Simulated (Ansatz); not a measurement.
An Ansatz (a program for electronic structure) input:

Ansatz 0.2 input:
```yaml
crystal:
  lattice:
    - [3.5267735931, 0.0, 0.0]
    - [0.0, 6.2520528243, 0.0]
    - [0.0, 0.0, 40.0]
  periodic: [true, true, false]
  atoms:
    - { symbol: V, position: [0.25, 0.7421576117, 0.4498654523] }
    - { symbol: V, position: [0.25, 0.1944177428, 0.4821644645] }
    - { symbol: O, position: [0.75, 0.7398346624, 0.4652247777] }
    - { symbol: O, position: [0.25, 0.0398161527, 0.4466640421] }
    - { symbol: O, position: [0.25, 0.4395106356, 0.4684936058] }
    - { symbol: O, position: [0.75, 0.1456707555, 0.4942727273] }
    - { symbol: O, position: [0.25, 0.6775796543, 0.4123069844] }
    - { symbol: V, position: [0.75, 0.2578423883, 0.5501345477] }
    - { symbol: V, position: [0.75, 0.8055822572, 0.5178355355] }
    - { symbol: O, position: [0.25, 0.2601653376, 0.5347752223] }
    - { symbol: O, position: [0.75, 0.9601838473, 0.5533359579] }
    - { symbol: O, position: [0.75, 0.5604893644, 0.5315063942] }
    - { symbol: O, position: [0.25, 0.8543292445, 0.5057272727] }
    - { symbol: O, position: [0.75, 0.3224203457, 0.5876930156] }
kpoints:
  mp_grid: { grid: [6, 4, 1] }
hamiltonian:
  xc: hse06
  pseudopotentials: { kind: paw }
scf:
  n_extra_bands: 14
  occupations: { method: fixed }
output:
  eigenvalues: true
  eigenstates:
    e_range: [-9.0, 5.9]
    kpoints:
      - [0.447917, -0.5, 0.0]  # VBM
      - [0.0, 0.0, 0.0]  # CBM
      - [0.0, 0.0, 0.0]  # GAMMA
      - [0.5, 0.0, 0.0]  # X
      - [0.5, 0.5, 0.0]  # S
      - [0.0, 0.5, 0.0]  # Y
```

### Question
How many symmetry operations and irreducible k-points will the run report?

### Answer
4 operations, 12 of 24 k-points.

### Question
With a cutoff of 420 eV, how many plane waves at Γ?

### Answer
17155.

It took about 2.4 core-hours (a rough figure) on shared server cores.

The points marked VBM and CBM come from a semilocal run.

Space group P2_1/m. The layer was cut from a bulk entry of the Materials Project (measured or hypothetical); whether that bulk phase is the ambient one, and whether the layer has been isolated, was not checked. Symmetry was held in the r²SCAN+D4 relaxation; whether a distortion lowers the energy is not shown. The run is not spin-polarised. No Hubbard U is applied.

Potentials: the later of the program's two PAW sets.

Ansatz is a plane-wave DFT program.
